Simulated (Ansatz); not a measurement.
CaO (rock salt), conventional cell a = b = c = 4.767 Å, α = β = γ = 90.00°. The calculation uses the primitive cell of 2 atoms, to which meshes and values per cell refer.

Two coordinates are scanned: the volume, and the ratio of the stretch along z (the conventional c axis) to the stretch across it. Atoms keep their fractional coordinates.

The numbers are results of PBEsol (plane waves to 420 eV, PAW, scalar-relativistic; Ansatz, a program for electronic structure), not measurements. k mesh 12×12×12 (Γ-centred), Fermi-Dirac smearing 0.05 eV. Energies are smeared free energies. CaO was relaxed with its symmetry unable to fall. ΔE is measured from the relaxed starting cell.

| ΔE (meV/atom) | V/V₀ = 0.920 | V/V₀ = 0.947 | V/V₀ = 0.973 | V/V₀ = 1.000 | V/V₀ = 1.027 | V/V₀ = 1.053 | V/V₀ = 1.080 |
|---|---|---|---|---|---|---|---|
| (c/a)/(c/a)₀ = 0.880 | 165.9 | … | 108.3 | 93.6 | 86.6 | 86.4 | 92.2 |
| (c/a)/(c/a)₀ = 0.920 | 88.2 | … | 45.3 | 37.0 | 36.1 | 41.6 | 52.5 |
| (c/a)/(c/a)₀ = 0.960 | 48.1 | 25.9 | … | 8.3 | 10.7 | 19.1 | 32.8 |
| (c/a)/(c/a)₀ = 1.000 | 36.3 | 15.3 | 3.7 | 0.0 | 3.3 | 12.7 | 27.2 |
| (c/a)/(c/a)₀ = 1.040 | 46.3 | 24.3 | 11.6 | 7.0 | 9.5 | 18.0 | 31.8 |
| (c/a)/(c/a)₀ = 1.080 | 73.8 | 48.7 | 33.2 | 26.1 | 26.2 | 32.5 | 44.3 |
| (c/a)/(c/a)₀ = 1.120 | 115.8 | 86.0 | 66.3 | 55.2 | 51.6 | 54.6 | 63.2 |

Problem. Complete the blanks.

Solution. 
- (c/a)/(c/a)₀ = 0.880, V/V₀ = 0.947: 132.0
- (c/a)/(c/a)₀ = 0.920, V/V₀ = 0.947: 61.9
- (c/a)/(c/a)₀ = 0.960, V/V₀ = 0.973: 13.0

(A scan under strain: stresses follow from slopes of the energy per volume, elastic moduli from its curvatures.)
